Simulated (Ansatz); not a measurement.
The start is a relaxed ZnO cell shaken by Gaussian noise of σ = 0.08 Å a coordinate. A full variable-cell relaxation at zero pressure is run with PBE (plane waves to 420 eV, PAW, scalar-relativistic; Ansatz, an electronic-structure program). The first steps use a coarse 7×7×2 k-mesh.

Input geometry:
```yaml
crystal:
  lattice:
    - [3.27003, 0.00000, 0.00000]
    - [-1.63502, 2.83193, 0.00000]
    - [0.00000, 0.00000, 15.96494]
  atoms:
    - { symbol: Zn, position: [0.04296, 0.06828, 0.00109] }
    - { symbol: Zn, position: [0.01490, 0.98585, 0.50287] }
    - { symbol: Zn, position: [0.65351, 0.33450, 0.84177] }
    - { symbol: Zn, position: [0.32677, 0.61666, 0.32806] }
    - { symbol: Zn, position: [0.66881, 0.32194, 0.16423] }
    - { symbol: Zn, position: [0.30736, 0.68647, 0.66940] }
    - { symbol: O, position: [0.00080, 0.95651, 0.87490] }
    - { symbol: O, position: [0.99489, 0.00129, 0.37492] }
    - { symbol: O, position: [0.71288, 0.37076, 0.71494] }
    - { symbol: O, position: [0.34508, 0.69670, 0.21935] }
    - { symbol: O, position: [0.68583, 0.34350, 0.03477] }
    - { symbol: O, position: [0.34698, 0.67580, 0.54603] }
```

Task: How large is the pressure on the unrelaxed cell, and of which sign?

Result: +3.0 GPa (positive: the cell is compressed).

Task: How much energy is released per atom?

Result: 0.10 eV/atom.

Task: Does it find its way back to the structure it was made from?

Result: The parent structure is recovered, P6₃mc (No. 186).

Task: How do the shortest distances between atoms change?

Result: The closest pairs of elements (up to four, under 3.6 Å), start → end: O–Zn 1.75 → 2.00 Å; O–O 3.05 → 3.26 Å; Zn–Zn 3.08 → 3.26 Å.

Task: Is the relaxed structure metallic? Give its gap.

Result: 0.67 eV, direct at Γ (no spin-orbit coupling).

The end point of the relaxation:

```cif
data_O6Zn6
_chemical_formula_sum 'Zn6 O6'
_space_group_name_H-M_alt 'P63mc'
_space_group_IT_number 186
_space_group_name_Hall 'P 6c -2c'
_cell_length_a 3.27013
_cell_length_b 3.27013
_cell_length_c 15.96521
_cell_angle_alpha 90.000
_cell_angle_beta 90.000
_cell_angle_gamma 120.000
loop_
_atom_site_label
_atom_site_type_symbol
_atom_site_symmetry_multiplicity
_atom_site_Wyckoff_symbol
_atom_site_fract_x
_atom_site_fract_y
_atom_site_fract_z
_atom_site_occupancy
Zn1 Zn 2 a 0.00000 0.00000 0.00197 1
Zn2 Zn 2 b 0.33333 0.66667 0.33549 1
Zn3 Zn 2 b 0.66667 0.33333 0.16871 1
O1 O 2 a 0.00000 0.00000 0.37676 1
O2 O 2 b 0.33333 0.66667 0.21002 1
O3 O 2 b 0.66667 0.33333 0.04321 1
```

Final values are on a 9×9×2 k-mesh of the relaxed cell. No spin polarisation in the result.

The first start was generated by placing the elements on the sites of a structure type. A measured structure of ZnO has the same space group, P6₃mc (No. 186); the sites were not compared with it.
